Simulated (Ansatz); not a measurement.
## HfO2 (Fm-3m), zone-centre modes

Computed with DFT r2SCAN, scalar-relativistic, plane waves, PAW (Ansatz). The runs took a 500 eV cutoff, a Γ-centred 6×6×8 mesh and Gaussian smearing (0.05 eV). Spin–orbit coupling is left out, which can shift energies with elements as heavy as these. No spin polarisation.

The starting cell (relaxed at this level; this fluorite-type form isn't the usual structure):

```yaml
crystal:
  lattice:
    - [0.00000, -2.52916, -2.52916]
    - [-2.52916, 0.00000, -2.52916]
    - [2.52916, 2.52916, -5.05832]
  atoms:
    - { symbol: Hf, position: [0.50000, 0.50000, 0.50000] }
    - { symbol: Hf, position: [0.00000, 0.00000, 0.00000] }
    - { symbol: O, position: [0.12500, 0.12500, 0.62500] }
    - { symbol: O, position: [0.62500, 0.62500, 0.12500] }
    - { symbol: O, position: [0.37500, 0.37500, 0.87500] }
    - { symbol: O, position: [0.87500, 0.87500, 0.37500] }
```

Harmonic modes by finite displacements of 0.02 Å, without the LO–TO term. The cell doubles the primitive one, so its zone centre also holds the primitive cell's point q = (0, 0, 1/2).

(1) At this geometry, is the structure stable against these modes?

(2) List the wavenumbers in cm⁻¹.

## Answers

(1) Yes: no mode is imaginary beyond 10 cm⁻¹, and only the three translations lie near zero.

(2) 0, 0, 0, 90, 90, 195, 238, 238, 238, 412, 412, 515, 524, 524, 593, 593, 593, 602.

Cost: 1 run of about 6.7 core-minutes, on Oxide Virtual Turin-like Processor (Zen 5) (shared hosts).